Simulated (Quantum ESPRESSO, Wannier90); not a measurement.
## CdTe (zinc blende): Wannier90 run

```xyz
2
Lattice="0.0000 3.2821 3.2821 3.2821 0.0000 3.2821 3.2821 3.2821 0.0000" Properties=species:S:1:pos:R:3 pbc="T T T"
Cd     0.0000     0.0000     0.0000
Te    -1.6411    -1.6411    -1.6411
```

Materials Project entry mp-406; symmetrised, unrelaxed at this level. COD (Crystallography Open Database) has the formula in 2 space groups, this one among them (matched by group alone). Method: PBEsol plane waves in Quantum ESPRESSO 7.5 (PseudoDojo norm-conserving files, 82 Ry, spinors with spin-orbit coupling), Bloch states on a 6×6×6 mesh through Γ, Wannier90 4.0.1. Density: 8×8×8 mesh, Gaussian smearing 0.01 Ry. With spin-orbit coupling a semilocal functional can close or falsely invert a small gap; the band order was not checked against a better method. The gap is small at this level and was sampled on the meshes and a path alone.

Bands 19-20,31-36 form an isolated set from -11.27 to 0.00 eV relative to the valence-band maximum (on the path) and are turned into 8 Wannier functions by minimising the spread from the start: SCDM (isolated). Bands 21–30 (Cd 4d 96 %) lie between the kept ones and are excluded.

Centres (Cartesian, Å; one of the equivalent choices) and spreads:

```csv
n,x,y,z,spread (Å²),nearest atom
1,2.094,-2.094,1.188,2.830,Te2
2,-1.188,1.188,1.188,2.830,Te2
3,1.188,1.188,-1.188,2.830,Te2
4,-1.188,-1.188,-1.188,2.830,Te2
5,1.188,-1.188,1.188,2.830,Te2
6,-1.188,-1.188,-1.188,2.830,Te2
7,-2.094,1.188,2.094,2.830,Te2
8,-2.094,-1.188,-2.094,2.830,Te2
```

Ω_I = 21.65 Å², Ω_total = 22.64 Å²; the interpolated bands follow pw.x to 29 meV rms on the path. It is the lowest total spread that any start reached here.
